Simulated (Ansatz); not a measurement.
Mo5SiB2 (space group I4/mcm)

```yaml
crystal:
  lattice:
    - [-2.99907, 2.99907, 5.51038]
    - [2.99907, -2.99907, 5.51038]
    - [2.99907, 2.99907, -5.51038]
  atoms:
    - { symbol: Si, position: [0.75000, 0.75000, 0.00000] }
    - { symbol: Si, position: [0.25000, 0.25000, 0.00000] }
    - { symbol: B, position: [0.37852, 0.87852, 0.25703] }
    - { symbol: B, position: [0.62148, 0.12148, 0.74297] }
    - { symbol: B, position: [0.87852, 0.62148, 0.50000] }
    - { symbol: B, position: [0.12148, 0.37852, 0.50000] }
    - { symbol: Mo, position: [0.00000, 0.00000, 0.00000] }
    - { symbol: Mo, position: [0.50000, 0.50000, 0.00000] }
    - { symbol: Mo, position: [0.80363, 0.97506, 0.50000] }
    - { symbol: Mo, position: [0.19637, 0.02494, 0.50000] }
    - { symbol: Mo, position: [0.97506, 0.47506, 0.17142] }
    - { symbol: Mo, position: [0.02494, 0.52494, 0.82858] }
    - { symbol: Mo, position: [0.47506, 0.30363, 0.50000] }
    - { symbol: Mo, position: [0.52494, 0.69637, 0.50000] }
    - { symbol: Mo, position: [0.30363, 0.80363, 0.82858] }
    - { symbol: Mo, position: [0.69637, 0.19637, 0.17142] }
```

Equation-of-state scan: isotropic scaling of the cell above, V₀ being its volume. The atoms relax within the cell's symmetry.

Calculation: PBEsol (plane waves to 420 eV, PAW, scalar-relativistic; Ansatz, a program for electronic structure). k mesh 9×9×9 (Γ-centred), Fermi-Dirac smearing 0.05 eV. E stands for the smeared free energy. Stress and pressure are positive under compression. With the shape held, the modulus is that of even scaling; a crystal free to change shape is softer. Mo5SiB2 is run without spin polarisation. Mo5SiB2 was relaxed with its symmetry unable to fall. ΔE is measured from the relaxed starting cell. The last digit holds for this mesh only.

```json
[
 {"V (Å³/atom)": "11.152", "ΔE (meV/atom)": "134.7"},
 {"V (Å³/atom)": "11.461", "ΔE (meV/atom)": "withheld"},
 {"V (Å³/atom)": "11.771", "ΔE (meV/atom)": "30.6"},
 {"V (Å³/atom)": "12.081", "ΔE (meV/atom)": "7.3"},
 {"V (Å³/atom)": "12.391", "ΔE (meV/atom)": "0.0"},
 {"V (Å³/atom)": "12.700", "ΔE (meV/atom)": "6.7"},
 {"V (Å³/atom)": "13.010", "ΔE (meV/atom)": "25.5"},
 {"V (Å³/atom)": "13.320", "ΔE (meV/atom)": "54.9"},
 {"V (Å³/atom)": "13.630", "ΔE (meV/atom)": "93.6"}
]
```

Fit a third-order Birch-Murnaghan form (E₀, V₀, B₀, B₀′ free) to the given rows and predict ΔE at V = 11.461.

Least squares on the 8 given rows: ΔE = E₀ + (9V₀B₀/16)·y²·[2 + (B₀′ − 4)y], y = (V₀/V)^(2/3) − 1, with V₀ = 12.391 Å³/atom, B₀ = 287.7 GPa (160.2 GPa = 1 eV/Å³; the term in eV is multiplied by 1000), B₀′ = 4.47, E₀ = 0.04 meV/atom; root-mean-square residual 0.06 meV/atom. At 11.461 the fit gives 72.3 meV/atom; the calculation gives 72.2 meV/atom, so the interpolation is off by 0.1 (+0.1 %). For the pressure the fit gives 26.7 GPa against the computed 26.7 GPa.

(A scan under strain: stresses follow from slopes of the energy per volume, elastic moduli from its curvatures.)
